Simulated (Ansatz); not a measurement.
AlBRu$_{3}$:
```
CELL_PARAMETERS angstrom
      4.02617     0.00000     0.00000
      0.00000     4.02617     0.00000
      0.00000     0.00000     4.02617
ATOMIC_POSITIONS crystal
  Al 0.00000 0.00000 0.00000
  Ru 0.00000 0.50000 0.50000
  Ru 0.50000 0.00000 0.50000
  Ru 0.50000 0.50000 0.00000
  B  0.50000 0.50000 0.50000
```

Relaxed with r²SCAN. Special points in fractions of this cell's reciprocal vectors: Γ (0.000, 0.000, 0.000); X (0.000, 0.500, 0.000); M (0.500, 0.500, 0.000); R (0.500, 0.500, 0.500).

Task: List the band energies nearest the Fermi level at these points for DFT-r²SCAN with spin–orbit coupling in the program Ansatz with PAW potentials.

Result: In eV from the Fermi level; about four levels below and three above (degenerate sets whole), none deeper than 8.9 eV; points with the same levels are listed once.

```json
[
 {"k": "Γ", "below": "-0.38 -0.38 -0.38 -0.38", "above": "1.55 1.55 1.68 1.68"},
 {"k": "X", "below": "-0.68 -0.68 -0.49 -0.49", "above": "0.13 0.13 1.77 1.77"},
 {"k": "M", "below": "-0.70 -0.70 -0.30 -0.30", "above": "0.05 0.05 0.47 0.47"},
 {"k": "R", "below": "-0.17 -0.17 -0.17 -0.17", "above": "1.35 1.35 1.47 1.47 1.47 1.47"}
]
```

Space group Pm-3m (cubic perovskite). The start of the workflow was typed in or built on a structure type; neither database checked (COD, Materials Project) lists it. Whether it is the stable phase at ambient conditions was not checked. The cell was relaxed with r²SCAN under the symmetry of its start; its stability against distortions is not shown here. No spin polarisation was allowed. The volume moved by -15 % from the start of the relaxation.

Potentials: the later of the program's two PAW sets.
